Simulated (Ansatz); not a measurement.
The elements of this relaxed trial crystal are hidden behind letters.

```
lattice vectors (Å)
   3.4194    0.0000    0.0000
  -1.7097    2.9613    0.0000
   0.0000    0.0000    5.5505
fractional positions
X 0.3333 0.6667 0.5000
Z 0.0000 0.0000 0.0000
```

These are results of DFT PBE, scalar-relativistic, plane waves, PAW, and for the lanthanide a 4f-in-core norm-conserving potential (Ansatz), not measurements. Cutoff 690 eV, Γ-centred 18×18×10 mesh (2-atom cell), Gaussian smearing of 0.10 eV, no spin polarisation.

- Space group: P-6m2 (No. 187)
- Conventional cell: a = 3.419 Å, c = 5.551 Å
- Volume per atom: 28.10 Å³
- Density: 4.65 g/cm³
- Formation energy: +0.17 eV/atom
- Gap on the 18×18×10 mesh of the 2-atom cell: 0 eV (a metal)

Energies are uncorrected and count from the elements' standard states at the same level.

Task: X is an s-block element of period 2 and Z is a lanthanide. Which elements are they?

Result: X = Li, Z = Sm, so the formula is LiSm. Density times volume gives a mean mass of 4.65 × 28.10/1.6605 = 78.7 u per atom, and this set has 78.7 u. Among the elements that the hints allow, noble gases aside, only these give it. Li is surrounded by 6 Sm at 3.41 Å and 6 Li at 3.42 Å; Sm is surrounded by 6 Li at 3.41 Å and 6 Sm at 3.42 Å.

A structure relaxed within its symmetry needn't be a true minimum. Another cell of LiSm relaxed alike, in P4/nmm, lies 111 meV/atom lower, so this cell isn't the stable form at this level.

The lanthanide is trivalent by construction, without f bands, f moments or other valences. The reference runs of the other elements, and any phases without the lanthanide, used 420 eV, which shifts energies against them by under 10 meV/atom. The lanthanide's reference is the lowest of its hcp, dhcp and fcc cells.
